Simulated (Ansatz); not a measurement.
Relaxed SnO (litharge type, space group P4/nmm):

```xyz
4
Lattice="3.7934 0.0000 0.0000 0.0000 3.7934 0.0000 0.0000 0.0000 4.7643" Properties=species:S:1:pos:R:3 pbc="T T T"
Sn     1.8967     0.0000     1.1462
Sn     0.0000     1.8967     3.6181
O      0.0000     0.0000     0.0000
O      1.8967     1.8967     0.0000
```

Scan: atom 4 (O, nearest neighbour Sn at 2.216 Å; its periodic images, 3.8 Å or more away, move with it) is displaced along Cartesian [110], direction (0.707, 0.707, 0.000) in Cartesian axes, by s. The other atoms stay.

These are r2SCAN+rVV10 (plane waves to 500 eV, PAW, scalar-relativistic; Ansatz, a first-principles code) values and carry that method's errors. k mesh 7×7×6 (Γ-centred), Fermi-Dirac smearing 0.05 eV. The energy includes the smearing's −TS. With partly filled bands, energies and forces of such displacements shift with the k mesh and the smearing. At this level the bands of SnO touch or barely overlap; measurements give the solid a gap. SnO was relaxed with its symmetry unable to fall. The zero of ΔE is the undisplaced structure. The last digit holds for this mesh only.

```csv
s (Å),ΔE (meV/cell)
-0.220,215.8
-0.176,136.8
-0.132,76.4
-0.088,33.7
-0.044,8.4
0.000,0.0
0.044,8.4
0.088,33.7
0.132,76.4
0.176,136.8
0.220,215.8
```

### Question
What force constant k = d²E/ds² at s = 0 does the table give?

### Answer
8.7 eV/Å². It is the second difference of the nearest points, corrected with the next pair.

### Question
With k = 8.68 eV/Å² from the forces, is the well harmonic out to s = 0.220 Å?

### Answer
½ks² = 210 meV/cell against the computed 216 meV/cell, so the well is close to harmonic there.

(A displaced cell: forces are minus the slopes of the energy, force constants its curvatures, and phonons follow from these.)
